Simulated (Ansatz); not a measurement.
ZrC (rock salt, Fm-3m) at seven volumes, LDA in the plane-wave PAW code Ansatz, scaled uniformly. One row is withheld.

```json
[
 {"V (Å³/atom)": "11.374", "P (GPa)": "28.20"},
 {"V (Å³/atom)": "11.748", "P (GPa)": "17.35"},
 {"V (Å³/atom)": "12.123", "P (GPa)": "?"},
 {"V (Å³/atom)": "12.498", "P (GPa)": "0.00"},
 {"V (Å³/atom)": "12.873", "P (GPa)": "-6.89"},
 {"V (Å³/atom)": "13.248", "P (GPa)": "-12.81"},
 {"V (Å³/atom)": "13.623", "P (GPa)": "-17.90"}
]
```

Task: Fit the shown pressures and predict the withheld one.

Result: P = (3/2)B₀(x^(7/2) − x^(5/2))[1 + (3/4)(B′ − 4)(x − 1)] with x = (V₀/V)^(2/3). Least squares on the six rows gives V₀ = 12.498 Å³/atom, B₀ = 247 GPa, B′ = 4.05. At V = 12.123, x = 1.0205 and P = 8.00 GPa. The run itself gave 8.02 GPa.

The LDA relaxation kept the symmetry of its start; of distortions, only those at the zone centre were tested. No spin polarisation was allowed.

Potentials: the later of the program's two PAW sets.
